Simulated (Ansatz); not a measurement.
**Au: computed DOS**

```cif
data_structure
_symmetry_space_group_name_H-M 'P6_3/mmc'
_symmetry_Int_Tables_number 194
_cell_length_a 2.9000
_cell_length_b 2.9000
_cell_length_c 4.8800
_cell_angle_alpha 90.000
_cell_angle_beta 90.000
_cell_angle_gamma 120.000
_cell_volume 35.54
loop_
_atom_site_label
_atom_site_type_symbol
_atom_site_symmetry_multiplicity
_atom_site_Wyckoff_symbol
_atom_site_fract_x
_atom_site_fract_y
_atom_site_fract_z
_atom_site_occupancy
Au1 Au 2 d 0.33333 0.66667 0.75000 1
```

The runs use the primitive cell with vectors (2.900, 0.000, 0.000), (-1.450, 2.511, 0.000), (0.000, 0.000, 4.880) Å, to which the k mesh refers.

The cell comes from COD entry 1545302, which wasn't checked; take it as a given geometry.

No spin–orbit coupling, which matters for the heavy atoms here.

Computed with Ansatz 0.2.0, DFT, LDA, all-electron LAPW, scalar-relativistic.

Settings: a Γ-centred 14×14×8 k mesh, Fermi–Dirac smearing of 0.03 eV, basis error target 0.25 meV/atom, no spin polarisation.

States per eV and cell, averaged over 0.4 eV, from -9.4 to 6.8 eV, with energies (bin centres) from the Fermi level; empty bins are left out. The partial columns, the largest 2 alone, are projections on Löwdin-orthogonalised atomic shells (those that the program's projection atoms carry: the occupied ones and, for some elements, an empty d or f shell; other empty shells have no column), summed over atoms of an element. Weights on diffuse s and p shells depend on that basis and aren't pure angular character.

```csv
E (eV),total,Au 5d,Au 6s
-9.3,0.05,0.00,0.05
-8.9,0.13,0.00,0.13
-8.5,0.19,0.00,0.18
-8.1,0.25,0.01,0.23
-7.7,0.33,0.03,0.29
-7.3,0.47,0.09,0.37
-6.9,1.09,0.51,0.57
-6.5,2.53,1.80,0.72
-6.1,3.12,2.60,0.51
-5.7,3.14,2.91,0.20
-5.3,3.87,3.68,0.15
-4.9,3.94,3.76,0.14
-4.5,4.66,4.45,0.15
-4.1,4.89,4.64,0.18
-3.7,5.15,4.87,0.19
-3.3,3.47,3.28,0.11
-2.9,3.28,3.13,0.10
-2.5,3.67,3.56,0.07
-2.1,5.69,5.55,0.12
-1.7,2.75,2.59,0.13
-1.3,0.65,0.42,0.19
-0.9,0.59,0.31,0.21
-0.5,0.60,0.27,0.24
-0.1,0.66,0.24,0.27
0.3,0.61,0.19,0.27
0.7,0.56,0.14,0.25
1.1,0.57,0.12,0.27
1.5,0.55,0.10,0.26
1.9,0.61,0.10,0.31
2.3,0.57,0.08,0.30
2.7,0.62,0.07,0.35
3.1,0.58,0.05,0.33
3.5,0.37,0.03,0.23
3.9,0.43,0.04,0.27
4.3,0.71,0.05,0.34
4.7,0.97,0.05,0.30
5.1,0.84,0.03,0.21
5.5,0.68,0.02,0.15
5.9,0.58,0.02,0.10
6.3,0.68,0.02,0.08
6.7,0.84,0.02,0.07
```

(1) Where is the centre of the filled Au 5d states between -14 eV and the top of the filled states?

Answers

(1) -3.90 eV from the Fermi level.
